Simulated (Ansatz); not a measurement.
BiW (NiAs-type structure)

Computed with Ansatz (plane waves, PAW, 420 eV cutoff): PBE, scalar-relativistic, no spin polarisation, Γ-centred 10×10×6 mesh, 0.05 eV Gaussian smearing. The datasets are Ansatz's generated set soft_2.

```yaml
crystal:
  lattice:
    - [4.62621, 0.00000, 0.00000]
    - [-2.31310, 4.00641, 0.00000]
    - [0.00000, 0.00000, 5.15283]
  atoms:
    - { symbol: W, position: [0.00000, 0.00000, 0.00000] }
    - { symbol: W, position: [0.00000, 0.00000, 0.50000] }
    - { symbol: Bi, position: [0.33333, 0.66667, 0.25000] }
    - { symbol: Bi, position: [0.66667, 0.33333, 0.75000] }
```

The start was a prototype's sites filled with these elements, not a measured cell.

The run above is the reference. The same cell was run again with other input settings; several of them aren't fit for production, so the rows show the settings' effect and aren't properties of the material.

| keys changed | outcome | ΔE (meV/atom) | P (GPa) | gap on the mesh (eV) | cell moment (μB) | largest force component (eV/Å) | SCF iterations | rough core-seconds | new warnings |
| --- | --- | --- | --- | --- | --- | --- | --- | --- | --- |
| none (reference) | converged | 0.0 | 0.0 | metal | – | 0.000 | – | – | – |
| scf.occupations.method: "gaussian" → "fermi_dirac"; scf.occupations.width: 0.05 → 0.001; basis.ecutrho_ratio: 4 → 6; kpoints.mp_grid.grid: [10, 10, 6] → [15, 15, 9] | converged | -8.0 | -0.2 | metal | – | 0.000 | 6 | 20 | – |
| hamiltonian.hubbard: {"sites": [{"species": "W", "l": "d", "u_eff": 2.0}], "double_counting": "fll"} | converged | – | 0.1 | metal | – | 0.000 | 9 | 15 | filled band counts differ across k points |
| scf.occupations.method: "gaussian" → "methfessel_paxton" | converged | 0.1 | 0.0 | metal | – | 0.000 | 7 | 9 | – |
| basis.xc_grid: 4 | converged | 0.0 | 0.0 | metal | – | 0.000 | 7 | 9 | – |

ΔE is the energy with the smearing extrapolated to zero. It is left out where the change alters the Hamiltonian or the spin treatment. The varied runs start from atomic densities (corrected by the program's trained start where that serves), with the default search for lower states unless a row changes it.

(1) What happens with these changes: kpoints.mp_grid.grid: [10, 10, 6] → [5, 5, 3]; crystal.symmetry: {"detect": false}?

Answer:

(1) outcome converged, ΔE (meV/atom) -29.1, P (GPa) -0.1, gap on the mesh (eV) metal, largest force component (eV/Å) 0.000, SCF iterations 6, rough core-seconds 9.

4 further runs (cut off, refused for memory, with changed atoms or starts, or in doubt) are left out.

Of the reference: Spin–orbit coupling, which matters for such heavy elements, is left out.
